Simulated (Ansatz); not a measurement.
Ti₃O₄: do energies and stresses tell the same story?

Level of theory: Ansatz 0.2.0, DFT PBEsol, scalar-relativistic, plane waves, PAW.

Settings: cutoff 420 eV, Γ-centred mesh 12×12×12 on the computed 7-atom cell, Gaussian smearing of 0.10 eV; no spin polarisation.

Relaxed cell: I4/mmm, a = 4.100 Å, b = 4.100 Å, c = 8.098 Å, α = 90.00°, β = 90.00°, γ = 90.00°, 7 atoms in the primitive cell. Whether it is the stable form of this composition wasn't checked.

Energies at zero smearing and pressures from the stress tensor, at volumes with shape and atoms relaxed:
```
V (Å³/atom) E − E(first) (meV/atom) P (GPa)
      8.557                     0.00    39.58
      8.848                   -60.44    27.18
      9.140                  -100.04    16.63
      9.432                  -121.89     7.64
      9.723                  -128.63    -0.01
     10.015                  -122.51    -6.51
     10.307                  -105.44   -12.05
     10.696                   -68.46   -18.16
```

Task: Check P = −dE/dV between neighbouring volumes, and get the bulk modulus from the pressures alone.

Result: With 1 eV/Å³ = 160.2 GPa:
```json
{"middle V (Å³/atom)": "8.702", "−ΔE/ΔV (GPa)": "33.198", "mean P (GPa)": "33.379"}
{"middle V (Å³/atom)": "8.994", "−ΔE/ΔV (GPa)": "21.747", "mean P (GPa)": "21.904"}
{"middle V (Å³/atom)": "9.286", "−ΔE/ΔV (GPa)": "12.006", "mean P (GPa)": "12.136"}
{"middle V (Å³/atom)": "9.578", "−ΔE/ΔV (GPa)": "3.697", "mean P (GPa)": "3.819"}
{"middle V (Å³/atom)": "9.869", "−ΔE/ΔV (GPa)": "-3.361", "mean P (GPa)": "-3.260"}
{"middle V (Å³/atom)": "10.161", "−ΔE/ΔV (GPa)": "-9.373", "mean P (GPa)": "-9.283"}
{"middle V (Å³/atom)": "10.501", "−ΔE/ΔV (GPa)": "-15.233", "mean P (GPa)": "-15.104"}
```

The two differ by 0.18 GPa at most. The mean of two end pressures misses the average over a step by about ΔV² P″/12, up to 0.16 GPa here; with that taken off 0.02 GPa remains. Around V = 9.723 Å³/atom, the two neighbours give B = −V ΔP/ΔV = 9.723 × 14.16 / 0.583 = 236.0 GPa, against B0 = 234.7 GPa from the Birch–Murnaghan fit of the energies.

Spin polarisation was left out, and a magnetic state may lie lower.

A ferromagnetic start lost its moments in a first run, so spin was left out; other magnetic orders weren't tried.